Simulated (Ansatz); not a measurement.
FeO: field gradients at two levels of theory

Cell: a COD entry, whose atoms a relaxation with PBE at fixed cell left in place.

```yaml
crystal:
  lattice:
    - [1.51882, 0.87689, 2.51958]
    - [-1.51882, 0.87689, 2.51958]
    - [0.00000, -1.75378, 2.51958]
  atoms:
    - { symbol: Fe, position: [0.00000, 0.00000, 0.00000] }
    - { symbol: O, position: [0.50000, 0.50000, 0.50000] }
```

Atom numbers follow the list; atoms alike are taken as one site, whose name carries the number of the first.

First run. Method: Kohn–Sham DFT in Ansatz, PBE, plane waves and PAW, scalar-relativistic, collinear spin, 420 eV cutoff, Γ-centred 13×13×13 k-points, Fermi–Dirac smearing 0.05 eV. Start moments as typed (μB): 4 on each Fe, none on the rest.

```tsv
site	atom	V_zz (10²¹ V/m²)	η	m (μB)
Fe	1	0.086	0.00	3.45
O	2	0.30	0.00	0.32
```

Second run. The same atoms and settings, except that a Hubbard term is added (U = 4.0 eV on Fe d).

Task: Given the first result, estimate the second.

Result: 

```
site  atom   V_zz     η  change of V_zz  m (μB)
  Fe     1  -21.0  0.00          -21.12    3.49
   O     2   0.19  0.00           -0.11    0.21
```

The largest change of V_zz is on Fe, from 0.086 to -21.0. V_zz changes sign on Fe (same axis). Isomer shifts (Fe against α-Fe, from the density at the nucleus and a line fitted to measured compounds for each functional; the lines scatter by about 0.1 mm/s, so smaller changes between functionals mean little): Fe 1.12 → 1.08 mm/s. The first run finds no gap above 0.1 eV, the second does.

With these PAW files V_zz is typically within 2 to 3 % of all-electron values, but misses above 10 % occur on Fe. Measured FeO orders antiferromagnetically, but in this run all moments are parallel, as the start or the cell imposes: fields and spin densities carried over to other atoms belong to this order alone, and gaps, moments and gradients can differ too.
For the first run: With no gap above 0.1 eV, as in a metal, the gradients converge slowly in k; expect changes of a tenth or more on a denser mesh. Semilocal functionals can leave a metal where correlation in the d or f shell opens a gap in the real compound, and that would change the values at and beside Fe.
For the second run: At this cell the PBE+U pressure is 11 GPa, so with PBE+U the cell would grow if it were relaxed. The entry's cell may itself be off. With a gap of 1.0 eV on this mesh, small gradients can still move by 0.1 × 10²¹ V/m² or more as the k-mesh gets denser.
